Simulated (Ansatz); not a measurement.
# MgSc3 (P-6m2): electronic heat capacity from the density of states

Level of theory: DFT r2SCAN, scalar-relativistic, plane waves, PAW in Ansatz 0.2.0.

Plane waves to 500 eV, a k mesh through Γ of 15×15×4 on the computed 4-atom cell and Gaussian smearing (0.10 eV); collinear spin from starting moments 0 0 0.41 0 μB.

Relaxed cell: P-6m2, a = 3.267 Å, b = 3.267 Å, c = 10.682 Å, α = 90.00°, β = 90.00°, γ = 120.00°, 4 atoms in the primitive cell. Whether it is the stable form of this composition wasn't checked.

The density of states at the Fermi level is 4.951 states/eV in the cell of 4 atoms (1 formula unit; both spins, tetrahedra on a 23×23×6 mesh). The run ends with a moment of 0.82 μB a cell (largest on a site 0.37 μB), and the figure is for this state; a paramagnetic sample can have a quite different one. Another magnetic order, if the compound takes it, can change N(E_F) and the shape of the cell a good deal.

Question: What Sommerfeld coefficient does this give?

Answer: Per formula unit N(E_F) = 4.951 states/eV. γ = (π²/3) k_B² N(E_F) N_A = 2.357 mJ/(mol K²) per state/eV, so γ = 11.7 mJ/(mol K²), a mole of formula units. This is the bare band result: a measured γ of the same phase and magnetic order is as a rule larger by a factor 1 + λ from phonons and spin fluctuations. N(E_F) at one energy is sensitive to the mesh where the density of states has sharp peaks.

The state reached may not be the lowest one.

Only this magnetic start was tried.

Cost: 1 run of about 6.3 core-minutes, on Arm Neoverse V1 (shared hosts).